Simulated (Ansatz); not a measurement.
## SrCd (Pm-3m), stationary points along a deformation path

The calculation used DFT r2SCAN, scalar-relativistic, plane waves, PAW in Ansatz 0.2.0. Cutoff 500 eV, Γ-centred 14×14×14 k-points, Gaussian smearing of 0.15 eV. No spin polarisation. Energies are free energies at this smearing, counted from the undisturbed cell; pressure is positive in compression.

Reference structure (as given, not relaxed at this level; it stands at 0.8 GPa, and it needn't be the usual structure):

```
Sr Cd
1.0
     4.00300    0.00000    0.00000
     0.00000    4.00300    0.00000
     0.00000    0.00000    4.00300
Sr Cd
1 1
Direct
  0.50000 0.50000 0.50000
  0.00000 0.00000 0.00000
```

At fixed volume and fractional coordinates, lengths along (0.577, 0.577, 0.577) are scaled against those across it; ρ is that ratio over its starting value. V = 32.072 Å³/atom. Δσ is the stress along the axis less the mean stress across it (compression positive).

| ρ | ΔE (meV/atom) | Δσ (GPa) | space group |
| --- | --- | --- | --- |
| 0.500 | 3571.8 | 122.63 | R-3m |
| 0.600 | 1457.3 | 58.29 | R-3m |
| 0.710 | 526.4 | 27.73 | R-3m |
| 0.850 | 96.9 | 9.73 | R-3m |
| 1.000 | 0.0 | 0.00 | Pm-3m |
| 1.410 | 218.1 | -5.62 | R-3m |
| 2.000 | 306.9 | 0.00 | Fm-3m |

Problem. How does the stress give the slope of the energy, and where is the energy stationary?

Solution. Along the path d ln(length) is 2/3 d ln ρ on the axis and −1/3 d ln ρ across it, so dE/d ln ρ = −(2/3) V Δσ: the energy falls with ρ where Δσ is positive. Δσ vanishes or changes sign at ρ = 1.000 (Pm-3m), a minimum at 0.0 meV/atom; at ρ = 2.000 (Fm-3m, an end of the scan), at 306.9 meV/atom. Pairs of stationary points between two samples would go unseen, and could change a minimum read from distant neighbours into a maximum. At ρ = 1.000, 2.000 the cell is cubic, where symmetry alone makes the stress isotropic and the slope zero.

In a metal these slopes depend on the k mesh and the smearing.